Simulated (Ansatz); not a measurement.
## Sn: energy along a strain

Sn, I4/mmm, a = 3.182 Å, c = 5.831 Å (as given, not relaxed at this level: -2.8 GPa). This isn't the element's structure at ambient conditions. Ansatz: r2SCAN, PAW, 500 eV, Γ-centred 20×20×20 mesh on 1 atom, Gaussian smearing 0.15 eV; no spin polarisation. Cell vectors (Å): -1.591 1.591 2.916; 1.591 -1.591 2.916; 1.591 1.591 -2.916. The cell is strained by x per cent times the pattern (0 0 1 0 0 0) in the order xx yy zz yz xz xy (engineering shears), with fractional coordinates held. y is the free energy over the start, V0 = 29.512 Å³/atom. Points with a strain past 8.5 % were computed too (3) and aren't used here.

```
x (%) y (meV/atom)
-7.50             ?
-5.00        -24.08
-2.50        -14.18
 0.00          0.00
 2.50         18.32
 5.00         39.44
 7.50         62.37
```

Problem. Fit y = c1 x + c2 x² + c3 x³ to the other rows, get the stiffness along the pattern, and predict the missing energy.

Solution. Least squares on the rows shown. y = 6.5972 x + 0.30723 x² − 0.010330 x³. The clamped-ion stiffness p·C·p = 2 × 3.072 eV × 160.2 / 29.512 Å³ = 33 GPa, which is C33 in these axes (second derivative at the start, which stands under stress). With a term in x⁴ added, the coefficient of x² becomes 0.3225, 5 % more, which shows how far this figure hangs on the form. At x = -7.50 the fit asked for gives -27.84 meV/atom. The run gave -28.73 meV/atom, so the fit is 0.89 meV/atom too high, 0.98 % of the span of the series, against an rms of 0.12 meV/atom on the fitted rows. The row lies outside the fitted range. With a term in x⁴ added, a fit to the same known rows predicts -29.64 meV/atom, which misses by about as much or more on the other side: the known rows don't fix the higher terms.